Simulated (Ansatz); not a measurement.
NaF:
Space group Fm-3m (No. 225); a = b = c = 4.701 Å, α = β = γ = 90.00°

| atom | site | symmetry | x | y | z |
|---|---|---|---|---|---|
| Na | 4a | m-3m | 0.0000 | 0.0000 | 0.0000 |
| F | 4b | m-3m | 0.5000 | 0.5000 | 0.5000 |
(The calculation used a cell of 2 atoms; values per cell refer to that cell.)

Relaxed with PBE. Independent-particle spectrum: no excitons, no local fields, no scissors shift; 0.1 eV broadening; ε₁ of the summed bands alone.

Problem. Tabulate the dielectric function from PBE in the plane-wave PAW code Ansatz.

Solution. 

| E (eV) | ε₁ xx | ε₂ xx |
|---|---|---|
| 0.0 | 1.75 | 0.00 |
| 0.5 | 1.75 | 0.00 |
| 1.0 | 1.75 | 0.00 |
| 1.5 | 1.76 | 0.00 |
| 2.0 | 1.77 | 0.00 |
| 2.5 | 1.79 | 0.00 |
| 3.0 | 1.80 | 0.00 |
| 3.5 | 1.83 | 0.00 |
| 4.0 | 1.86 | 0.00 |
| 4.5 | 1.91 | 0.00 |
| 5.0 | 1.97 | 0.00 |
| 5.5 | 2.06 | 0.00 |
| 6.0 | 2.29 | 0.01 |
| 6.5 | 2.33 | 0.43 |
| 7.0 | 2.20 | 0.57 |
| 7.5 | 2.09 | 0.65 |
| 8.0 | 2.01 | 0.70 |
| 8.5 | 1.95 | 0.73 |
| 9.0 | 1.90 | 0.77 |
| 9.5 | 1.86 | 0.80 |
| 10.0 | 1.84 | 0.85 |
| 10.5 | 1.83 | 0.96 |
| 11.0 | 1.51 | 1.10 |
| 11.5 | 1.39 | 0.89 |
| 12.0 | 1.44 | 0.74 |

Problem. From ε at 7.0 eV (xx: 2.20 + 0.57i), find n, k, the normal reflectivity and the absorption coefficient.

Solution. n = 1.50, k = 0.191, R = 5 %, α = 2kE/ħc = 140000 cm⁻¹.

With all bands, ε∞ without local fields is 1.90. DFPT, with local fields, gives 1.86.

The cell was relaxed with PBE under the symmetry of its start; phonons on a q-mesh show no instability.

Potentials: the later of the program's two PAW sets.
